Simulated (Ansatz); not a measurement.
The relaxed structure here is a generated cell of Ba4As3: the first start was made by a random draw of sites in a space group, and the end was not matched to a known phase here, so it may be hypothetical.

A relaxed structure of Ba₄As₃. All values below come from PBE (plane waves to 420 eV, PAW, scalar-relativistic; Ansatz, an electronic-structure program).

```xyz
7
Lattice="7.1843 0.0000 0.0000 -3.5921 6.2218 0.0000 0.0000 0.0000 6.3641" Properties=species:S:1:pos:R:3 pbc="T T T"
As     3.5921     0.0000     0.0000
As    -1.7961     3.1109     0.0000
As     1.7961     3.1109     0.0000
Ba     3.5921     0.0000     3.1821
Ba    -1.7961     3.1109     3.1821
Ba     1.7961     3.1109     3.1821
Ba     0.0000     0.0000     0.0000
```

Find the space group and the Wyckoff positions (tolerance 0.01 Å).

Space group P6/mmm (No. 191); a = 7.1843 Å, b = 7.1843 Å, c = 6.3641 Å, α = 90.00°, β = 90.00°, γ = 120.00°

| atom | site | symmetry | x | y | z |
|---|---|---|---|---|---|
| As | 3f | mmm | 0.0000 | 0.5000 | 0.0000 |
| Ba | 3g | mmm | 0.5000 | 0.5000 | 0.5000 |
| Ba | 1a | 6/mmm | 0.0000 | 0.0000 | 0.0000 |

Give the shortest distances between elements (the closest pairs, up to four, under 3.6 Å).

As–Ba 3.18 Å; As–As 3.59 Å; Ba–Ba 3.59 Å.

```yaml
volume_per_atom: 40.64 Å³
band_gap: zero (metallic)
```

No spin polarisation in the result. The relaxed primitive cell holds an odd number of electrons. A magnetic state may lie lower.

The run could not lose the symmetry of its start, so the end can be a saddle point.

All atoms sit on sites fixed by symmetry, so only the cell could relax.
